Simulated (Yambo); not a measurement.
G0W0@LDA for BeS (zinc blende, space group F-43m, No. 216) in Yambo. Reference settings: 6×6×6 Γ-centred k mesh, bands 2 to 62 and a 10 Ry block in the screening, 62 bands in G with the Bruneval-Gonze terminator, plasmon pole fitted at 27.2 eV. The LDA gap Γ → X on this mesh is 2.83 eV; G0W0 gaps are taken between the same points.

The settings were changed. The gap went from 4.56 eV to 4.40 eV, and the shift of the valence edge from -1.17 eV to -0.64 eV.

Q: What was changed between the two runs?
A) no terminator
B) 22 bands in G
C) 22 bands in G, no terminator
D) wavefunctions cut at 25 Ry

A: C, 22 bands in G, no terminator. The others gave (gap, valence shift): no terminator: 4.50, -1.06 eV; 22 bands in G: 4.58, -1.16 eV; wavefunctions cut at 25 Ry: 4.57, -1.17 eV.

Geometry relaxed with LDA; primitive cell a = b = c = 3.391 Å, α = β = γ = 60.00°.

A shift is the quasiparticle energy of the state minus its LDA energy.
